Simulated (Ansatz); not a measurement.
Values for one crystal, relaxed and computed with DFT-r²SCAN in the program Ansatz with PAW potentials; other levels are named.

```yaml
volume_per_atom: 34.88 Å³
band_gap: 1.09 eV (direct)
electron_effective_mass: 0.12, 0.12, 0.36 mₑ (principal values)
Pressure derivative B′: 4.5
Formation energy from the elements (no fitted shifts): -0.50 eV/atom
Bulk modulus (Birch–Murnaghan fit): 42.1 GPa
Hole effective mass with spin–orbit coupling: 0.021, 0.021, 0.30 mₑ (principal values)
```

### Question
Which compound is it?
(A) TeSe2, C2 (Te on 2b, Se on 4c)
(B) NaF, rock salt
(C) CaSe, rock salt
(D) TePb, rock salt

### Answer
D, TePb, rock salt

Space group Fm-3m (rock salt). The cell was relaxed with r²SCAN under the symmetry of its start. The references are the lowest solids computed at this level, not always the standard phases. Spin–orbit coupling is left out wherever it is not named.

Potentials: the later of the program's two PAW sets.
